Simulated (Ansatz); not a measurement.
The start is a generated cell, K placed in the AFLOW prototype A_hR1_166_a (A10, as in Hg). A full variable-cell relaxation at zero pressure is run with PBEsol (plane waves to 420 eV, PAW, scalar-relativistic; Ansatz, a quantum-chemistry and plane-wave program). First-step values are on the input's coarse k-mesh.

Ansatz input (later rounds restart from its end on a renewed k-mesh):
Ansatz 0.2 input:
```yaml
crystal:
  lattice:
    - [2.5235406, 1.4569668, 3.2423809]
    - [-2.5235406, 1.4569668, 3.2423809]
    - [0, -2.9139337, 3.2423809]
  atoms:
    - { symbol: K, position: [0, 0, 0] }
basis: { ecutwfc: 420, ecutrho_ratio: 4, xc_grid: 2, fft_grid_basis: typed }
kpoints: { mp_grid: { grid: [8, 8, 8] } }
hamiltonian:
  xc: pbesol
  dispersion: none
  pseudopotentials: { azcp: { folder: ./paw }, kind: paw }
scf: { occupations: { method: fermi_dirac, width: 0.05 } }
relax: { f_tol: 0.01, max_steps: 100, cell: { stress_tol: 0.02 } }
output: { forces: true, stress: true }
```

```json
{
  "outcome": "The space group goes from R-3m (No. 166) to Fm-3m (No. 225); the end is fcc (Cu type), with 1 atom in the primitive cell",
  "energy_released": "0.03 eV/atom",
  "volume_change": "-0.6 %, from 71.53 to 71.07 Å³/atom",
  "optimiser_moves": "8"
}
```

Relaxed structure:

Space group Fm-3m (No. 225); a = b = c = 6.5753 Å, α = β = γ = 90.00°

| atom | site | symmetry | x | y | z |
|---|---|---|---|---|---|
| K | 4a | m-3m | 0.0000 | 0.0000 | 0.0000 |
(The calculation used a cell of 1 atom; values per cell refer to that cell.)

Final values are on a 12×12×12 k-mesh of the relaxed cell. No spin polarisation in the result.

The run could not lose the symmetry of its start.

The relaxed structure has the type that K is known to take under pressure; here it was relaxed at zero pressure, from a generated start.
